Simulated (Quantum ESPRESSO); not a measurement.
Band energies of AgI

```xyz
8
Lattice="4.4329 0.0000 0.0000 -2.2165 3.8390 0.0000 0.0000 0.0000 14.5868" Properties=species:S:1:pos:R:3 pbc="T T T"
Ag     0.0000     0.0000     4.6872
Ag     0.0000     0.0000    11.9805
Ag     2.2165     1.2797     6.2567
Ag     0.0000     2.5593    13.5501
I      0.0000     0.0000     0.2672
I      0.0000     0.0000     7.5606
I      2.2165     1.2797     3.3757
I      0.0000     2.5593    10.6691
```

PBEsol (pw.x of Quantum ESPRESSO, ONCV potentials, without SOC); path ΓMKΓALHA,LM,KH; energies in eV from the valence-band maximum.

| k (1/Å) | point | band 48 | band 49 | band 50 | band 51 | band 52 | band 53 | band 54 | band 55 |
|---|---|---|---|---|---|---|---|---|---|
| 0.00 | Γ | -0.27 | -0.27 | -0.22 | 0.00 | 0.00 | 1.32 | 2.88 | 3.12 |
| 0.41 |  | -1.04 | -0.75 | -0.48 | -0.30 | -0.10 | 2.45 | 3.07 | 4.01 |
| 0.82 | M | -1.39 | -1.12 | -1.00 | -0.59 | -0.16 | 2.51 | 2.86 | 3.94 |
| 1.29 | K | -1.39 | -1.39 | -1.01 | -0.75 | -0.75 | 3.42 | 3.77 | 3.77 |
| 1.48 |  | -1.23 | -1.22 | -1.02 | -0.67 | -0.67 | 3.20 | 3.66 | 3.66 |
| 1.86 |  | -0.92 | -0.77 | -0.51 | -0.22 | -0.17 | 2.47 | 3.04 | 4.09 |
| 2.24 | Γ | -0.27 | -0.27 | -0.22 | 0.00 | 0.00 | 1.32 | 2.88 | 3.12 |
| 2.24 | A | -0.45 | -0.09 | -0.09 | -0.09 | -0.09 | 2.04 | 2.04 | 3.31 |
| 2.56 |  | -0.78 | -0.41 | -0.41 | -0.20 | -0.20 | 2.58 | 2.58 | 4.05 |
| 2.89 |  | -1.43 | -0.97 | -0.97 | -0.34 | -0.34 | 2.89 | 2.89 | 3.73 |
| 3.05 | L | -1.58 | -1.20 | -1.20 | -0.35 | -0.35 | 2.96 | 2.96 | 3.59 |
| 3.37 |  | -1.57 | -1.26 | -1.26 | -0.60 | -0.60 | 3.41 | 3.41 | 3.77 |
| 3.53 | H | -1.49 | -1.32 | -1.32 | -0.65 | -0.65 | 3.46 | 3.46 | 3.85 |
| 3.66 |  | -1.59 | -1.22 | -1.22 | -0.61 | -0.61 | 3.41 | 3.41 | 3.85 |
| 3.93 |  | -1.33 | -0.76 | -0.76 | -0.40 | -0.40 | 2.97 | 2.97 | 4.20 |
| 4.34 |  | -0.50 | -0.23 | -0.23 | -0.12 | -0.12 | 2.21 | 2.21 | 3.50 |
| 4.47 | A | -0.45 | -0.09 | -0.09 | -0.09 | -0.09 | 2.04 | 2.04 | 3.31 |
| 4.47 | L | -1.58 | -1.20 | -1.20 | -0.35 | -0.35 | 2.96 | 2.96 | 3.59 |
| 4.69 | M | -1.39 | -1.12 | -1.00 | -0.59 | -0.16 | 2.51 | 2.86 | 3.94 |
| 4.69 | K | -1.39 | -1.39 | -1.01 | -0.75 | -0.75 | 3.42 | 3.77 | 3.77 |
| 4.90 | H | -1.49 | -1.32 | -1.32 | -0.65 | -0.65 | 3.46 | 3.46 | 3.85 |

The PBEsol gap is direct, 1.32 eV at Γ.

Without spin-orbit coupling, band edges of such heavy elements can be off by tenths of an eV.

Geometry relaxed with PBE+D3(BJ).
